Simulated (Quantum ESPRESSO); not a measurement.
# W2Ir3Ru2Cu: input and log of a self-consistent run

Computed values, not a measurement. The program is pw.x of Quantum ESPRESSO 7.5 (plane-wave density functional theory). The cell is made up: eight metal atoms on a hexagonal close-packed lattice, with elements, volume, strain and displacements drawn at random and not relaxed, so it may be unstable or far from any real phase. PseudoDojo standard norm-conserving files set the functional (PBE unless stated); there is no spin polarisation or spin-orbit coupling, the Fermi-Dirac width of 0.25 eV means electrons at about 2900 K, and the masses in the input are unused placeholders. The copper pseudopotential is less sure than most, with forces differing by about three percent and pressure by about two GPa from a second method on plain copper. Heavy elements are run without spin-orbit coupling, which real alloys of them have. A spin test at this wide smearing found no moment, but such smearing suppresses magnetism that the real alloy may have.

Input:

```
&control calculation='scf', pseudo_dir='./dojo.nc.sr.pbe.v0_5.standard.upf', outdir='./o', disk_io='minimal', tprnfor=.true., tstress=.true. /
&system ibrav=0, nat=8, ntyp=4, nbnd=82, ecutwfc=92.02030273, nosym=.true., tot_charge=0,
 occupations='smearing', smearing='fd', degauss=0.0183746611
/
&electrons conv_thr=1.470e-08, electron_maxstep=70, mixing_beta=0.5 /
ATOMIC_SPECIES
Cu 1.0 Cu.upf
Ir 1.0 Ir.upf
Ru 1.0 Ru.upf
W 1.0 W.upf
CELL_PARAMETERS angstrom
2.809 0.0 0.0
0.0 4.8653 0.0
0.0 0.0 9.0116
ATOMIC_POSITIONS angstrom
W 0.0066 0.0115 -0.0195
Ir -0.009 0.0005 4.4852
Ru 0.0312 1.6342 2.2293
Cu 0.0114 1.6549 6.769
Ir 1.4023 2.4421 0.0357
Ir 1.4163 2.4633 4.4803
Ru 1.3799 4.0734 2.2618
W 1.371 4.0464 6.7602
K_POINTS automatic
8 5 3 1 1 1
```

The log is shortened where brackets say so; the opening notice, blank lines, dates and the lines on written files are dropped, and the path of the files is cut. It prints rydbergs, bohrs and kilobars, and counts compression as positive stress. Its total energy is the free energy E - TS of the whole cell.

```
     Program PWSCF v.7.5
     Parallel version (MPI & OpenMP), running on       4 processor cores
     Number of MPI processes:                 4
     Threads/MPI process:                     1
     [start-up lines left out]
     bravais-lattice index     =            0
     lattice parameter (alat)  =       5.3082  a.u.
     unit-cell volume          =     831.1126 (a.u.)^3
     number of atoms/cell      =            8
     number of atomic types    =            4
     number of electrons       =       130.00
     number of Kohn-Sham states=           82
     kinetic-energy cutoff     =      92.0203  Ry
     charge density cutoff     =     368.0812  Ry
     scf convergence threshold =      1.5E-08
     mixing beta               =       0.5000
     number of iterations used =            8  plain     mixing
     Exchange-correlation= PBE
                           (   1   4   3   4   0   0   0)
     [axes and pseudopotential details left out]
   Cartesian axes
     site n.     atom                  positions (alat units)
         1        W      tau(   1) = (   0.0023496   0.0040940  -0.0069420  )
         2        Ir     tau(   2) = (  -0.0032040   0.0001780   1.5967248  )
         3        Ru     tau(   3) = (   0.0111072   0.5817729   0.7936276  )
         4        Cu     tau(   4) = (   0.0040584   0.5891420   2.4097544  )
         5        Ir     tau(   5) = (   0.4992168   0.8693841   0.0127091  )
         6        Ir     tau(   6) = (   0.5042008   0.8769313   1.5949804  )
         7        Ru     tau(   7) = (   0.4912424   1.4501246   0.8051976  )
         8        W      tau(   8) = (   0.4880740   1.4405126   2.4066216  )
     number of k points=    60  Fermi-Dirac smearing, width (Ry)=  0.0184
                       cart. coord. in units 2pi/alat
        k(    1) = (   0.0625000   0.0577354   0.0519516), wk =   0.0333333
        k(    2) = (   0.0625000   0.0577354  -0.1558547), wk =   0.0333333
     [further k points left out]
     Dense  grid:    99159 G-vectors     FFT dimensions: (  36,  60, 108)
     Estimated max dynamical RAM per process >     433.09 MB
     Estimated total dynamical RAM >       1.62 GB
     Initial potential from superposition of free atoms
     starting charge     129.9966, renormalised to     130.0000
     Starting wfcs are   80 randomized atomic wfcs +    2 random wfcs
     total cpu time spent up to now is        5.9 secs
     per-process dynamical memory:   340.1 Mb
     Self-consistent Calculation
     iteration #  1     ecut=    92.02 Ry     beta= 0.50
     Davidson diagonalization with overlap
     ethr =  1.00E-02,  avg # of iterations =  3.0
     total cpu time spent up to now is       23.0 secs
     total energy              =   -1769.80210084 Ry
     estimated scf accuracy    <      12.20495571 Ry
     iteration #  2     ecut=    92.02 Ry     beta= 0.50
     Davidson diagonalization with overlap
     ethr =  9.39E-03,  avg # of iterations =  3.0
     total cpu time spent up to now is       40.9 secs
     total energy              =   -1772.85616079 Ry
     estimated scf accuracy    <      54.48602672 Ry
     iteration #  3     ecut=    92.02 Ry     beta= 0.50
     Davidson diagonalization with overlap
     ethr =  9.39E-03,  avg # of iterations =  3.7
     total cpu time spent up to now is       58.8 secs
     total energy              =   -1775.26930264 Ry
     estimated scf accuracy    <      61.75571758 Ry
     iteration #  4     ecut=    92.02 Ry     beta= 0.50
     Davidson diagonalization with overlap
     ethr =  9.39E-03,  avg # of iterations =  2.0
     total cpu time spent up to now is       73.3 secs
     total energy              =   -1778.02090645 Ry
     estimated scf accuracy    <      12.27016556 Ry
     iteration #  5     ecut=    92.02 Ry     beta= 0.50
     Davidson diagonalization with overlap
     ethr =  9.39E-03,  avg # of iterations =  1.0
     total cpu time spent up to now is       86.4 secs
     total energy              =   -1778.33923058 Ry
     estimated scf accuracy    <       3.90845902 Ry
     [iterations 6 to 17 left out]
     iteration # 18     ecut=    92.02 Ry     beta= 0.50
     Davidson diagonalization with overlap
     ethr =  1.05E-08,  avg # of iterations =  1.2
     total cpu time spent up to now is      276.9 secs
     total energy              =   -1777.92984663 Ry
     estimated scf accuracy    <       0.00000058 Ry
     iteration # 19     ecut=    92.02 Ry     beta= 0.50
     Davidson diagonalization with overlap
     ethr =  4.49E-10,  avg # of iterations =  3.9
     total cpu time spent up to now is      294.2 secs
     total energy              =   -1777.92984676 Ry
     estimated scf accuracy    <       0.00000062 Ry
     iteration # 20     ecut=    92.02 Ry     beta= 0.50
     Davidson diagonalization with overlap
     ethr =  4.49E-10,  avg # of iterations =  1.0
     total cpu time spent up to now is      307.3 secs
     total energy              =   -1777.92984679 Ry
     estimated scf accuracy    <       0.00000006 Ry
     iteration # 21     ecut=    92.02 Ry     beta= 0.50
     Davidson diagonalization with overlap
     ethr =  4.32E-11,  avg # of iterations =  2.2
     total cpu time spent up to now is      322.2 secs
     total energy              =   -1777.92984680 Ry
     estimated scf accuracy    <       0.00000002 Ry
     iteration # 22     ecut=    92.02 Ry     beta= 0.50
     Davidson diagonalization with overlap
     ethr =  1.82E-11,  avg # of iterations =  1.1
     total cpu time spent up to now is      335.7 secs
     End of self-consistent calculation
     [lines on levels left out]
!    total energy              =   -1777.92984679 Ry
     estimated scf accuracy    <          9.5E-09 Ry
     smearing contrib. (-TS)   =      -0.11485993 Ry
     internal energy E=F+TS    =   -1777.81498686 Ry
     The total energy is F=E-TS. E is the sum of the following terms:
     one-electron contribution =    -489.63132308 Ry
     hartree contribution      =     325.13935271 Ry
     xc contribution           =    -311.72229905 Ry
     ewald contribution        =   -1301.60071744 Ry
     convergence has been achieved in  22 iterations
     Forces acting on atoms (cartesian axes, Ry/au):
     atom    1 type  4   force =    -0.00192263    0.02590740    0.05645872
     atom    2 type  2   force =    -0.00018890    0.01907253    0.00608475
     atom    3 type  3   force =    -0.00930466    0.00077299   -0.00116660
     atom    4 type  1   force =    -0.00250830   -0.00139601   -0.00442507
     atom    5 type  2   force =     0.00355164   -0.01463729   -0.00670133
     atom    6 type  2   force =    -0.00109710   -0.01442001    0.00506503
     atom    7 type  3   force =     0.00727290   -0.00606038   -0.02142255
     atom    8 type  4   force =     0.00419703   -0.00923923   -0.03389294
     Total force =     0.081771     Total SCF correction =     0.000490
     Computing stress (Cartesian axis) and pressure
          total   stress  (Ry/bohr**3)                   (kbar)     P=     -146.62
  -0.00099276   0.00000367  -0.00000143         -146.04        0.54       -0.21
   0.00000367  -0.00089975   0.00001889            0.54     -132.36        2.78
  -0.00000143   0.00001889  -0.00109763           -0.21        2.78     -161.47
     init_run     :      5.56s CPU      5.85s WALL (       1 calls)
     electrons    :    321.54s CPU    329.81s WALL (       1 calls)
     forces       :      2.91s CPU      2.94s WALL (       1 calls)
     stress       :      9.77s CPU     10.05s WALL (       1 calls)
     [timing details left out]
     PWSCF        :   5m39.89s CPU   5m48.78s WALL
     JOB DONE.
```

In other units: free energy -24189.968 eV for the cell, pressure -14.66 GPa, largest force component 1.452 eV/Å in size. The run took 351 s of wall time with four MPI processes on a shared machine (Intel Xeon, 2023 or later, virtual cores), so the time is rough. A rerun of this cell at a higher cutoff and on a denser mesh moved values by no more than 0.007 eV in energy, 0.09 GPa in stress and 0.012 eV/Å in force, and a second program with other atomic files agreed on that cell to 2 % rms in force and 0.5 GPa in pressure.